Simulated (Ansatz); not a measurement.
Question: Each is relaxed and computed with r²SCAN in the plane-wave PAW code Ansatz. Which is the only metal?
A) BaAlGeH, P3m1 (Ba on 1b, Al on 1a, Ge on 1c, H on 1a)
B) GeRh, P2_13 (Ge on 4a, Rh on 4a)
C) SiGe, wurtzite
D) CsGeI3, R3m (Cs on 3a, Ge on 3a, I on 9b)

Answer: B, GeRh, P2_13 (Ge on 4a, Rh on 4a). GeRh: metal; CsGeI3: gap 1.10 eV (direct); SiGe: gap 0.66 eV (indirect); BaAlGeH: gap 1.02 eV (indirect). Standing as an ambient phase not checked: GeRh, P2_13 (Ge on 4a, Rh on 4a); CsGeI3, R3m (Cs on 3a, Ge on 3a, I on 9b); SiGe, wurtzite; BaAlGeH, P3m1 (Ba on 1b, Al on 1a, Ge on 1c, H on 1a). All cells were relaxed under the symmetry of their starts (and spin orders); stability against distortions was not tested throughout. Rows with no word on spin ran without spin polarisation. Scalar-relativistic: spin–orbit coupling is off unless named, which matters more the heavier the elements.

Potentials: the later of the program's two PAW sets.
